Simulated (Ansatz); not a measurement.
WS₂:
```cif
data_S8W4
_chemical_formula_sum 'S8 W4'
_space_group_name_H-M_alt 'C2/m'
_space_group_IT_number 12
_space_group_name_Hall '-C 2y'
_cell_length_a 12.57881
_cell_length_b 3.21059
_cell_length_c 5.69940
_cell_angle_alpha 90.000
_cell_angle_beta 113.803
_cell_angle_gamma 90.000
loop_
_atom_site_label
_atom_site_type_symbol
_atom_site_symmetry_multiplicity
_atom_site_Wyckoff_symbol
_atom_site_fract_x
_atom_site_fract_y
_atom_site_fract_z
_atom_site_occupancy
S1 S 4 i 0.13684 0.00000 0.81737 1
S2 S 4 i 0.10055 0.50000 0.28305 1
W1 W 4 i 0.24348 0.00000 0.29499 1
```
(The calculation used a cell of 6 atoms; values per cell refer to that cell.)

This is the PBE+D3(BJ)-relaxed structure.

Question: All from DFT-PBE+D3(BJ) in the program Ansatz with PAW potentials, unless another level is named. Give the electronic character.

Answer: metallic (no gap).

Question: Give the formation energy from the elements (no fitted shifts).

Answer: -0.70 eV/atom.

Question: What about the density of states at the Fermi level?

Answer: 0.38 states/eV per atom (mean over ±0.08 eV).

The start of the workflow was typed in or built on a structure type; neither database checked (COD, Materials Project) lists it. It is not the phase usual at ambient conditions (space group No. 194). The cell was relaxed with PBE+D3(BJ) under the symmetry of its start; its stability against distortions is not shown here. The workflow began spin-polarised and lost its moments. The references are the lowest solids computed at this level, not always the standard phases. Scalar-relativistic: spin–orbit coupling is off unless named, which matters more the heavier the elements.

Potentials: the later of the program's two PAW sets.
